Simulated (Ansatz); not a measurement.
Input and command of a plane-wave DFT calculation in Ansatz:

```yaml
crystal:
  lattice:
    - [1.5210358742, 0.8906656969, 2.4636617863]
    - [-1.4957237136, 0.8860187619, 2.4496992169]
    - [0.0086317166, -1.7406833793, 2.4438557178]
  atoms:
    - { symbol: Co, position: [0.0142096477, 0.0226664402, -0.0784363012], spin: 2.75 }
    - { symbol: O, position: [0.5362004835, 0.4572190186, 0.5337932506], spin: 0.38 }
basis:
  ecutwfc: 420
kpoints:
  mp_grid: { grid: [12, 12, 12] }
hamiltonian:
  xc: pbesol
scf:
  occupations: { method: gaussian, width: 0.1 }
output:
  forces: true
  stress: true
  eigenvalues: true
  populations: true
magnetization:
  spin_polarized: true
```

```bash
ansatz run input.yaml --threads 1 --pin off --max-ram 2560MiB --backend cpu --events-out ev --progress --plain --runs-dir out
```

Processor: Intel(R) Xeon(R) 6975P-C (Granite Rapids), 1 thread, on a host shared with other jobs.

Task: How long does it run, and how much memory does it take?

Result: About 66 s on 1 thread of Intel(R) Xeon(R) 6975P-C (Granite Rapids) (shared host), peak memory 0.91 GiB. It solves 18 bands at 868 k points (the mesh reduced by symmetry) with about 359 plane waves, in 12 SCF iterations.
